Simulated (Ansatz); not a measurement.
Mg$_{3}$TiNO$_{3}$ in space group P4/mmm (No. 123; Pearson symbol tP8) under volume change, plane-wave PAW PBE (Ansatz code), shape and atoms relaxed at each volume.

```json
[
 {"V (Å³/atom)": "8.802", "E − E(relaxed) (meV/atom)": "50.0", "P (GPa)": "19.97"},
 {"V (Å³/atom)": "9.092", "E − E(relaxed) (meV/atom)": "21.0", "P (GPa)": "12.23"},
 {"V (Å³/atom)": "9.382", "E − E(relaxed) (meV/atom)": "5.0", "P (GPa)": "5.63"},
 {"V (Å³/atom)": "9.672", "E − E(relaxed) (meV/atom)": "0.0", "P (GPa)": "0.00"},
 {"V (Å³/atom)": "9.962", "E − E(relaxed) (meV/atom)": "4.4", "P (GPa)": "-4.79"},
 {"V (Å³/atom)": "10.253", "E − E(relaxed) (meV/atom)": "16.9", "P (GPa)": "-8.85"},
 {"V (Å³/atom)": "10.543", "E − E(relaxed) (meV/atom)": "36.1", "P (GPa)": "-12.24"}
]
```

Question: What does a third-order Birch–Murnaghan fit give for V₀, B₀ and B′?

Answer: V₀ = 9.67 Å³/atom, B₀ = 172 GPa, B′ = 4.4.

The start of the workflow was typed in or built on a structure type; neither database checked (COD, Materials Project) lists it. Whether it is the stable phase at ambient conditions was not checked. The cell was relaxed with PBE under the symmetry of its start; its stability against distortions is not shown here. The workflow began spin-polarised and lost its moments. The cell computed holds one magnetic atom, so no antiferromagnetic order was within reach.

Potentials: the earlier of the program's two PAW sets.
